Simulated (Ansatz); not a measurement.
Input:

RuS$_{2}$:
```yaml
crystal:
  lattice:
    - [5.54976, 0.00000, 0.00000]
    - [0.00000, 5.54976, 0.00000]
    - [0.00000, 0.00000, 5.54976]
  atoms:
    - { symbol: Ru, position: [0.00000, 0.00000, 0.00000] }
    - { symbol: Ru, position: [0.50000, 0.00000, 0.50000] }
    - { symbol: Ru, position: [0.50000, 0.50000, 0.00000] }
    - { symbol: Ru, position: [0.00000, 0.50000, 0.50000] }
    - { symbol: S, position: [0.38614, 0.38614, 0.38614] }
    - { symbol: S, position: [0.11386, 0.61386, 0.88614] }
    - { symbol: S, position: [0.88614, 0.11386, 0.61386] }
    - { symbol: S, position: [0.61386, 0.88614, 0.11386] }
    - { symbol: S, position: [0.61386, 0.61386, 0.61386] }
    - { symbol: S, position: [0.88614, 0.38614, 0.11386] }
    - { symbol: S, position: [0.11386, 0.88614, 0.38614] }
    - { symbol: S, position: [0.38614, 0.11386, 0.88614] }
```

This is the LDA-relaxed structure.

### Question
All from LDA in the plane-wave PAW code Ansatz, unless another level is named. Predict the band gap.

### Answer
0.45 eV (indirect).

### Question
Next, the hole effective mass?

### Answer
0.54, 0.88, 2.4 mₑ (principal values).

### Question
And the electron effective mass?

### Answer
0.33 mₑ (isotropic).

### Question
What about the valence-band maximum?

### Answer
on the Γ–X line, 89 % of the way from Γ.

Space group Pa-3. The LDA relaxation kept the symmetry of its start. The run is not spin-polarised. Scalar-relativistic: spin–orbit coupling is off unless named, which matters more the heavier the elements.

Potentials: the later of the program's two PAW sets.
